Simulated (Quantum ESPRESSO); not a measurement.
Simulation results for Al2Ga2As2PN (made-up cell), Zn4S3O (made-up cell), Si3BPC3 (made-up cell)

All values are calculated (Quantum ESPRESSO 7.5). Calculation on a made-up crystal cell, not a measurement: periodic Kohn-Sham density functional theory in plane waves with PseudoDojo standard norm-conserving scalar-relativistic pseudopotentials, each functional with its own files (v0.5 for PBE, v0.4.1 for LDA and PBEsol), no spin polarisation, no spin-orbit coupling, atoms not relaxed, stress positive in tension, energies less a fixed whole-eV offset for each atom's element; levels are Kohn-Sham levels at fractions of this cell's reciprocal vectors, counted from the reference band (half the neutral cell's valence electrons, rounded up) at Gamma; error bars cover cutoff and k-mesh only, not smearing or the files; added strain carries the atoms with the cell, and shear is the tensor component; each bar is the largest change over components, and at least 0.002 eV, 0.002 eV per angstrom or 0.02 GPa; energies are for the whole cell, and the offsets were chosen from early runs and are not element reference energies.

Common to all runs: functional pbe; fermi dirac smearing 0.025 eV; scf tolerance 1e-07 eV; electrons removed 0.

(1) 
```xyz
8
Lattice="5.7307 0.0000 0.0000 0.0000 5.7307 0.0000 0.0000 0.0000 5.7307" Properties=species:S:1:pos:R:3 formula=Al2Ga2As2PN lattice_type=zincblende/diamond cutoff=1143 k_mesh=4_x_4_x_4,shifted_by_half_a_step pressure=-8.419 stress_xx=8.399 stress_yy=8.42 stress_zz=8.438 stress_yz=0.1471 stress_xz=0.3988 stress_xy=0.4244 reference_band=36 error_bar_stress=0.02 error_bar_force=0.002 error_bar_next_band_up=0.002 error_bars_from=tighter_rerun_of_this_cell
Al    -0.0103     0.0518    -0.0056
Ga     0.0128     2.8187     2.8691
Ga     2.9734    -0.0095     2.7917
Al     2.8484     2.9150    -0.0038
As     1.4227     1.4419     1.5247
As     1.3872     4.3409     4.2356
P      4.3084     1.4486     4.2712
N      4.2726     4.2354     1.4548
```

Units: cutoff, error_bar_next_band_up in eV; pressure, stress_xx, stress_yy, stress_zz, stress_yz, stress_xz, stress_xy, error_bar_stress in GPa; error_bar_force in eV/Å.

Atoms:
```tsv
atoms element	atom site
Al	1
Ga	2
Ga	3
Al	4
As	5
As	6
P	7
N	8
```

Forces:
```tsv
site	x (eV/Å)	y (eV/Å)	z (eV/Å)
1	-1.157	-0.9367	0.7923
2	-1.585	1.193	-0.3657
3	1.033	-1.255	-0.49
4	1.263	0.7735	0.9908
5	0.4355	-0.2001	-1.249
6	0.4274	0.05945	0.4066
7	-0.2202	0.02141	0.4349
8	-0.197	0.3442	-0.5194
```

Levels:
```tsv
level k point	next band up (eV)
Gamma	0.05836
(1/2,1/2,1/2)	0.1467
(0.15,0,0)	0.8176
(0,0.15,0)	0.8136
(0,0,0.15)	0.8112
```

(2) 
```xyz
8
Lattice="4.0015 0.0000 0.0000 0.0000 6.9307 0.0000 0.0000 0.0000 6.5344" Properties=species:S:1:pos:R:3 formula=Zn4S3O lattice_type=wurtzite cutoff=1143 k_mesh=4_x_4_x_4,shifted_by_half_a_step free_energy_less_offsets=1.346 smearing_term_minus_ts=0 scf_iterations=12 pressure=-9.793 stress_xx=9.44 stress_yy=9.903 stress_zz=10.04 stress_yz=0.137 stress_xz=-0.048 stress_xy=0.1538 reference_band=52 error_bar_energy=0.01807 error_bar_stress=0.1271 error_bar_force=0.00473 error_bar_next_band_up=0.002394 error_bars_from=tighter_rerun_of_a_related_cell
Zn     0.0024     0.0152     0.0086
Zn     1.9821     3.5082     0.0069
Zn     1.9581     1.1612     3.2619
Zn    -0.0211     4.6489     3.2902
O     -0.0254     0.0152     2.4238
S      2.0131     3.4677     2.4390
S      2.0239     1.1168     5.7231
S     -0.0014     4.5930     5.7659
```

Units: cutoff, free_energy_less_offsets, smearing_term_minus_ts, error_bar_energy, error_bar_next_band_up in eV; pressure, stress_xx, stress_yy, stress_zz, stress_yz, stress_xz, stress_xy, error_bar_stress in GPa; error_bar_force in eV/Å.

Atoms:
```tsv
atoms element	atom site	atom energy offset (eV)
Zn	1	-5687
Zn	2	-5687
Zn	3	-5687
Zn	4	-5687
O	5	-452
S	6	-302
S	7	-302
S	8	-302
```

Forces:
```tsv
site	x (eV/Å)	y (eV/Å)	z (eV/Å)
1	0.05672	-0.08579	0.9459
2	0.08759	-0.2645	0.03251
3	0.001752	-0.8639	-0.6198
4	0.08776	0.7462	-0.3918
5	0.1091	-0.06811	0.09264
6	-0.1388	0.114	0.1515
7	-0.1554	0.1505	0.02709
8	-0.04881	0.2715	-0.238
```

Levels:
```tsv
level k point	next band up (eV)
Gamma	0.8633
(1/2,1/2,1/2)	2.845
(0.15,0,0)	1.669
(0,0.15,0)	1.249
(0,0,0.15)	1.319
```

(3) 
```xyz
8
Lattice="4.0015 0.0000 0.0000 0.0000 6.9307 0.0000 0.0000 0.0000 6.5344" Properties=species:S:1:pos:R:3 formula=Zn4S3O lattice_type=wurtzite cutoff=1143 k_mesh=4_x_4_x_4,shifted_by_half_a_step free_energy_less_offsets=1.393 smearing_term_minus_ts=0 scf_iterations=12 pressure=-9.679 stress_xx=9.233 stress_yy=9.946 stress_zz=9.858 stress_yz=0.03098 stress_xz=0.03376 stress_xy=0.2738 reference_band=52 error_bar_energy=0.01807 error_bar_stress=0.1271 error_bar_force=0.00473 error_bar_next_band_up=0.002394 error_bars_from=tighter_rerun_of_this_cell
Zn     0.0024     0.0152     0.0086
Zn     1.9821     3.5082     0.0069
Zn     1.9581     1.1612     3.2619
Zn    -0.0211     4.6489     3.2902
S     -0.0254     0.0152     2.4238
O      2.0131     3.4677     2.4390
S      2.0239     1.1168     5.7231
S     -0.0014     4.5930     5.7659
```

Units: cutoff, free_energy_less_offsets, smearing_term_minus_ts, error_bar_energy, error_bar_next_band_up in eV; pressure, stress_xx, stress_yy, stress_zz, stress_yz, stress_xz, stress_xy, error_bar_stress in GPa; error_bar_force in eV/Å.

Atoms:
```tsv
atoms element	atom site	atom energy offset (eV)
Zn	1	-5687
Zn	2	-5687
Zn	3	-5687
Zn	4	-5687
S	5	-302
O	6	-452
S	7	-302
S	8	-302
```

Forces:
```tsv
site	x (eV/Å)	y (eV/Å)	z (eV/Å)
1	0.07028	-0.05483	-0.08526
2	0.1002	-0.3137	0.9937
3	0.1021	0.8793	-0.2972
4	-0.06719	-0.9266	-0.667
5	0.01141	-0.009541	0.1903
6	-0.006656	0.01116	0.07436
7	-0.1592	0.2971	-0.03819
8	-0.05099	0.1171	-0.1707
```

Levels:
```tsv
level k point	next band up (eV)
Gamma	0.8457
(1/2,1/2,1/2)	2.818
(0.15,0,0)	1.648
(0,0.15,0)	1.23
(0,0,0.15)	1.297
```

(4) 
```xyz
8
Lattice="4.0015 0.0000 0.0000 0.0000 6.9307 0.0000 0.0000 0.0000 6.5344" Properties=species:S:1:pos:R:3 formula=Zn4S3O lattice_type=wurtzite cutoff=1143 k_mesh=4_x_4_x_4,shifted_by_half_a_step free_energy_less_offsets=1.406 smearing_term_minus_ts=0 scf_iterations=12 pressure=-9.659 stress_xx=9.803 stress_yy=9.517 stress_zz=9.657 stress_yz=-0.1767 stress_xz=0.02996 stress_xy=-0.07385 reference_band=52 error_bar_energy=0.01807 error_bar_stress=0.1271 error_bar_force=0.00473 error_bar_next_band_up=0.002394 error_bars_from=tighter_rerun_of_a_related_cell
Zn     0.0024     0.0152     0.0086
Zn     1.9821     3.5082     0.0069
Zn     1.9581     1.1612     3.2619
Zn    -0.0211     4.6489     3.2902
S     -0.0254     0.0152     2.4238
S      2.0131     3.4677     2.4390
O      2.0239     1.1168     5.7231
S     -0.0014     4.5930     5.7659
```

Units: cutoff, free_energy_less_offsets, smearing_term_minus_ts, error_bar_energy, error_bar_next_band_up in eV; pressure, stress_xx, stress_yy, stress_zz, stress_yz, stress_xz, stress_xy, error_bar_stress in GPa; error_bar_force in eV/Å.

Atoms:
```tsv
atoms element	atom site	atom energy offset (eV)
Zn	1	-5687
Zn	2	-5687
Zn	3	-5687
Zn	4	-5687
S	5	-302
S	6	-302
O	7	-452
S	8	-302
```

Forces:
```tsv
site	x (eV/Å)	y (eV/Å)	z (eV/Å)
1	-0.05295	0.8753	-0.781
2	0.0992	-0.9019	-0.1826
3	0.1045	0.00395	0.8524
4	0.08945	-0.1217	-0.06969
5	0.01245	0.02614	0.3324
6	-0.1393	0.01455	0.2539
7	-0.06088	-0.04669	-0.04453
8	-0.05251	0.1504	-0.361
```

Levels:
```tsv
level k point	next band up (eV)
Gamma	0.8445
(1/2,1/2,1/2)	2.802
(0.15,0,0)	1.659
(0,0.15,0)	1.231
(0,0,0.15)	1.294
```

(5) 
```xyz
8
Lattice="4.0015 0.0000 0.0000 0.0000 6.9307 0.0000 0.0000 0.0000 6.5344" Properties=species:S:1:pos:R:3 formula=Zn4S3O lattice_type=wurtzite cutoff=1143 k_mesh=4_x_4_x_4,shifted_by_half_a_step free_energy_less_offsets=1.331 smearing_term_minus_ts=0 scf_iterations=12 pressure=-9.829 stress_xx=10.08 stress_yy=9.844 stress_zz=9.563 stress_yz=-0.1025 stress_xz=-0.004431 stress_xy=-0.03385 reference_band=52 error_bar_energy=0.01807 error_bar_stress=0.1271 error_bar_force=0.00473 error_bar_next_band_up=0.002394 error_bars_from=tighter_rerun_of_a_related_cell
Zn     0.0024     0.0152     0.0086
Zn     1.9821     3.5082     0.0069
Zn     1.9581     1.1612     3.2619
Zn    -0.0211     4.6489     3.2902
S     -0.0254     0.0152     2.4238
S      2.0131     3.4677     2.4390
S      2.0239     1.1168     5.7231
O     -0.0014     4.5930     5.7659
```

Units: cutoff, free_energy_less_offsets, smearing_term_minus_ts, error_bar_energy, error_bar_next_band_up in eV; pressure, stress_xx, stress_yy, stress_zz, stress_yz, stress_xz, stress_xy, error_bar_stress in GPa; error_bar_force in eV/Å.

Atoms:
```tsv
atoms element	atom site	atom energy offset (eV)
Zn	1	-5687
Zn	2	-5687
Zn	3	-5687
Zn	4	-5687
S	5	-302
S	6	-302
S	7	-302
O	8	-452
```

Forces:
```tsv
site	x (eV/Å)	y (eV/Å)	z (eV/Å)
1	0.06992	-0.8443	-0.3449
2	-0.01813	0.7403	-0.6942
3	0.08089	-0.01305	0.0175
4	0.09633	-0.1114	0.7135
5	0.01978	-0.1239	0.2804
6	-0.1398	0.1616	0.2847
7	-0.1587	0.1687	-0.1413
8	0.0497	0.02223	-0.1156
```

Levels:
```tsv
level k point	next band up (eV)
Gamma	0.8601
(1/2,1/2,1/2)	2.827
(0.15,0,0)	1.673
(0,0.15,0)	1.249
(0,0,0.15)	1.31
```

(6) 
```xyz
8
Lattice="3.1780 -0.0074 0.0131 -0.0128 5.5135 0.0478 0.0214 0.0451 5.0876" Properties=species:S:1:pos:R:3 formula=Si3BPC3 lattice_type=wurtzite cutoff=1116 k_mesh=6_x_4_x_4,shifted_by_half_a_step free_energy_less_offsets=-3.377 smearing_term_minus_ts=0 scf_iterations=12 pressure=-2.052 stress_xx=11.15 stress_yy=9.41 stress_zz=-14.41 stress_yz=3.611 stress_xz=0.9957 stress_xy=-1.704 reference_band=16 error_bar_energy=0.005074 error_bar_stress=0.1412 error_bar_force=0.01134 error_bar_next_band_up=0.002 error_bars_from=tighter_rerun_of_a_related_cell
Si    -0.0746    -0.0496     0.1088
P      1.6399     2.7787     0.0960
Si     1.5653     0.8923     2.6111
Si    -0.1140     3.6929     2.5879
C      0.0304    -0.0886     1.8901
C      1.4669     2.8644     1.8937
C      1.6165     1.0540     4.4807
B     -0.0300     3.6578     4.4136
```

Units: cutoff, free_energy_less_offsets, smearing_term_minus_ts, error_bar_energy, error_bar_next_band_up in eV; pressure, stress_xx, stress_yy, stress_zz, stress_yz, stress_xz, stress_xy, error_bar_stress in GPa; error_bar_force in eV/Å.

Atoms:
```tsv
atoms element	atom site	atom energy offset (eV)
Si	1	-115
P	2	-189
Si	3	-115
Si	4	-115
C	5	-163
C	6	-163
C	7	-163
B	8	-79
```

Forces:
```tsv
site	x (eV/Å)	y (eV/Å)	z (eV/Å)
1	0.6739	1.483	-3.183
2	-2.096	-0.9164	-1.644
3	0.2337	0.5979	-0.9828
4	0.1811	-0.5206	-2.494
5	-0.7745	2.318	2.409
6	0.8302	-2.192	0.4378
7	-0.4174	-1.063	1.745
8	1.369	0.2926	3.712
```

Levels:
```tsv
level k point	next band up (eV)
Gamma	1.49
(1/2,1/2,1/2)	1.092
(0.15,0,0)	2.033
(0,0.15,0)	1.564
(0,0,0.15)	1.597
```

(7) 
```xyz
8
Lattice="3.1780 -0.0074 0.0131 -0.0128 5.5135 0.0478 0.0214 0.0451 5.0876" Properties=species:S:1:pos:R:3 formula=Si3BPC3 lattice_type=wurtzite cutoff=1116 k_mesh=6_x_4_x_4,shifted_by_half_a_step free_energy_less_offsets=-3.381 smearing_term_minus_ts=0 scf_iterations=12 pressure=-2.093 stress_xx=10.99 stress_yy=9.379 stress_zz=-14.09 stress_yz=3.638 stress_xz=0.9321 stress_xy=-1.701 reference_band=16 error_bar_energy=0.005074 error_bar_stress=0.1412 error_bar_force=0.01134 error_bar_next_band_up=0.002 error_bars_from=tighter_rerun_of_this_cell
Si    -0.0746    -0.0496     0.1088
P      1.6399     2.7787     0.0960
Si     1.5653     0.8923     2.6111
Si    -0.1140     3.6929     2.5879
C      0.0304    -0.0886     1.8901
C      1.4669     2.8644     1.9076
C      1.6165     1.0540     4.4807
B     -0.0300     3.6578     4.4136
```

Units: cutoff, free_energy_less_offsets, smearing_term_minus_ts, error_bar_energy, error_bar_next_band_up in eV; pressure, stress_xx, stress_yy, stress_zz, stress_yz, stress_xz, stress_xy, error_bar_stress in GPa; error_bar_force in eV/Å.

Atoms:
```tsv
atoms element	atom site	atom energy offset (eV)
Si	1	-115
P	2	-189
Si	3	-115
Si	4	-115
C	5	-163
C	6	-163
C	7	-163
B	8	-79
```

Forces:
```tsv
site	x (eV/Å)	y (eV/Å)	z (eV/Å)
1	0.673	1.481	-3.18
2	-2.107	-0.9092	-1.475
3	0.2317	0.6023	-0.9508
4	0.1752	-0.4836	-2.409
5	-0.7751	2.32	2.406
6	0.8477	-2.242	0.0887
7	-0.4154	-1.078	1.766
8	1.37	0.3088	3.753
```

Levels:
```tsv
level k point	next band up (eV)
Gamma	1.5
(1/2,1/2,1/2)	1.103
(0.15,0,0)	2.061
(0,0.15,0)	1.573
(0,0,0.15)	1.606
```

(8) 
```xyz
8
Lattice="3.1780 -0.0074 0.0131 -0.0128 5.5135 0.0478 0.0214 0.0451 5.0876" Properties=species:S:1:pos:R:3 formula=Si3BPC3 lattice_type=wurtzite cutoff=1116 k_mesh=6_x_4_x_4,shifted_by_half_a_step free_energy_less_offsets=-3.38 smearing_term_minus_ts=0 scf_iterations=12 pressure=-2.119 stress_xx=10.82 stress_yy=9.345 stress_zz=-13.8 stress_yz=3.665 stress_xz=0.8718 stress_xy=-1.696 reference_band=16 error_bar_energy=0.005074 error_bar_stress=0.1412 error_bar_force=0.01134 error_bar_next_band_up=0.002 error_bars_from=tighter_rerun_of_a_related_cell
Si    -0.0746    -0.0496     0.1088
P      1.6399     2.7787     0.0960
Si     1.5653     0.8923     2.6111
Si    -0.1140     3.6929     2.5879
C      0.0304    -0.0886     1.8901
C      1.4669     2.8644     1.9218
C      1.6165     1.0540     4.4807
B     -0.0300     3.6578     4.4136
```

Units: cutoff, free_energy_less_offsets, smearing_term_minus_ts, error_bar_energy, error_bar_next_band_up in eV; pressure, stress_xx, stress_yy, stress_zz, stress_yz, stress_xz, stress_xy, error_bar_stress in GPa; error_bar_force in eV/Å.

Atoms:
```tsv
atoms element	atom site	atom energy offset (eV)
Si	1	-115
P	2	-189
Si	3	-115
Si	4	-115
C	5	-163
C	6	-163
C	7	-163
B	8	-79
```

Forces:
```tsv
site	x (eV/Å)	y (eV/Å)	z (eV/Å)
1	0.672	1.479	-3.177
2	-2.117	-0.9029	-1.317
3	0.2297	0.6059	-0.9176
4	0.1692	-0.4449	-2.322
5	-0.7758	2.322	2.403
6	0.8636	-2.291	-0.2511
7	-0.4133	-1.094	1.787
8	1.372	0.3256	3.795
```

Levels:
```tsv
level k point	next band up (eV)
Gamma	1.509
(1/2,1/2,1/2)	1.114
(0.15,0,0)	2.09
(0,0.15,0)	1.583
(0,0,0.15)	1.614
```

(9) 
```xyz
8
Lattice="3.1780 -0.0074 0.0131 -0.0128 5.5135 0.0478 0.0214 0.0451 5.0876" Properties=species:S:1:pos:R:3 formula=Si3BPC3 lattice_type=wurtzite cutoff=1116 k_mesh=6_x_4_x_4,shifted_by_half_a_step free_energy_less_offsets=-3.373 smearing_term_minus_ts=0 scf_iterations=12 pressure=-2.13 stress_xx=10.62 stress_yy=9.303 stress_zz=-13.53 stress_yz=3.694 stress_xz=0.8095 stress_xy=-1.691 reference_band=16 error_bar_energy=0.005074 error_bar_stress=0.1412 error_bar_force=0.01134 error_bar_next_band_up=0.002 error_bars_from=tighter_rerun_of_a_related_cell
Si    -0.0746    -0.0496     0.1088
P      1.6399     2.7787     0.0960
Si     1.5653     0.8923     2.6111
Si    -0.1140     3.6929     2.5879
C      0.0304    -0.0886     1.8901
C      1.4669     2.8644     1.9377
C      1.6165     1.0540     4.4807
B     -0.0300     3.6578     4.4136
```

Units: cutoff, free_energy_less_offsets, smearing_term_minus_ts, error_bar_energy, error_bar_next_band_up in eV; pressure, stress_xx, stress_yy, stress_zz, stress_yz, stress_xz, stress_xy, error_bar_stress in GPa; error_bar_force in eV/Å.

Atoms:
```tsv
atoms element	atom site	atom energy offset (eV)
Si	1	-115
P	2	-189
Si	3	-115
Si	4	-115
C	5	-163
C	6	-163
C	7	-163
B	8	-79
```

Forces:
```tsv
site	x (eV/Å)	y (eV/Å)	z (eV/Å)
1	0.6709	1.477	-3.174
2	-2.125	-0.8969	-1.157
3	0.2275	0.609	-0.8799
4	0.1625	-0.4003	-2.226
5	-0.7765	2.325	2.399
6	0.8789	-2.346	-0.6125
7	-0.411	-1.112	1.81
8	1.373	0.3445	3.84
```

Levels:
```tsv
level k point	next band up (eV)
Gamma	1.518
(1/2,1/2,1/2)	1.125
(0.15,0,0)	2.12
(0,0.15,0)	1.593
(0,0,0.15)	1.623
```

(10) 
```xyz
8
Lattice="3.1780 -0.0074 0.0131 -0.0128 5.5135 0.0478 0.0214 0.0451 5.0876" Properties=species:S:1:pos:R:3 formula=Si3BPC3 lattice_type=wurtzite cutoff=1116 k_mesh=6_x_4_x_4,shifted_by_half_a_step free_energy_less_offsets=-3.002 smearing_term_minus_ts=0 scf_iterations=12 pressure=-1.266 stress_xx=8.098 stress_yy=8.693 stress_zz=-12.99 stress_yz=3.995 stress_xz=0.3954 stress_xy=-1.58 reference_band=16 error_bar_energy=0.005074 error_bar_stress=0.1412 error_bar_force=0.01134 error_bar_next_band_up=0.002 error_bars_from=tighter_rerun_of_a_related_cell
Si    -0.0746    -0.0496     0.1088
P      1.6399     2.7787     0.0960
Si     1.5653     0.8923     2.6111
Si    -0.1140     3.6929     2.5879
C      0.0304    -0.0886     1.8901
C      1.4669     2.8644     2.1084
C      1.6165     1.0540     4.4807
B     -0.0300     3.6578     4.4136
```

Units: cutoff, free_energy_less_offsets, smearing_term_minus_ts, error_bar_energy, error_bar_next_band_up in eV; pressure, stress_xx, stress_yy, stress_zz, stress_yz, stress_xz, stress_xy, error_bar_stress in GPa; error_bar_force in eV/Å.

Atoms:
```tsv
atoms element	atom site	atom energy offset (eV)
Si	1	-115
P	2	-189
Si	3	-115
Si	4	-115
C	5	-163
C	6	-163
C	7	-163
B	8	-79
```

Forces:
```tsv
site	x (eV/Å)	y (eV/Å)	z (eV/Å)
1	0.659	1.457	-3.167
2	-2.107	-0.8937	-0.2749
3	0.209	0.588	-0.4619
4	0.09427	0.1304	-1.325
5	-0.7804	2.351	2.355
6	0.9205	-2.859	-3.443
7	-0.3834	-1.329	2.025
8	1.388	0.5538	4.292
```

Levels:
```tsv
level k point	next band up (eV)
Gamma	1.6
(1/2,1/2,1/2)	1.204
(0.15,0,0)	2.382
(0,0.15,0)	1.669
(0,0,0.15)	1.693
```
